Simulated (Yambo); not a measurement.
G0W0@LDA for BaO (NiAs type, space group P6_3/mmc, No. 194) in Yambo. Reference settings: 6×6×2 Γ-centred k mesh, 121 bands and a 7 Ry block in the screening, 121 bands in G with the Bruneval-Gonze terminator, plasmon pole fitted at 27.2 eV. The LDA gap H → M on this mesh is 2.37 eV; G0W0 gaps are taken between the same points.

The settings were changed. The gap went from 3.63 eV to 3.69 eV, and the shift of the valence edge from -0.60 eV to -0.44 eV.

Name the change that produced these shifts.
A) 31 bands in W, 31 bands in G, 4 Ry block
B) 67 bands in W, 67 bands in G, 4 Ry block
C) 31 bands in W, 31 bands in G, 3 Ry block
D) 31 bands in W, 31 bands in G, 2 Ry block

B, 67 bands in W, 67 bands in G, 4 Ry block. The others gave (gap, valence shift): 31 bands in W, 31 bands in G, 2 Ry block: 4.48, -0.55 eV; 31 bands in W, 31 bands in G, 3 Ry block: 4.42, -0.49 eV; 31 bands in W, 31 bands in G, 4 Ry block: 4.29, -0.37 eV.

Geometry relaxed with LDA; primitive cell a = b = 3.700 Å, c = 6.466 Å, α = β = 90.00°, γ = 120.00°.

This is not the ordinary phase of the substance; no match was found in the copy of COD used, and its stability was not checked.

A shift is the quasiparticle energy of the state minus its LDA energy.
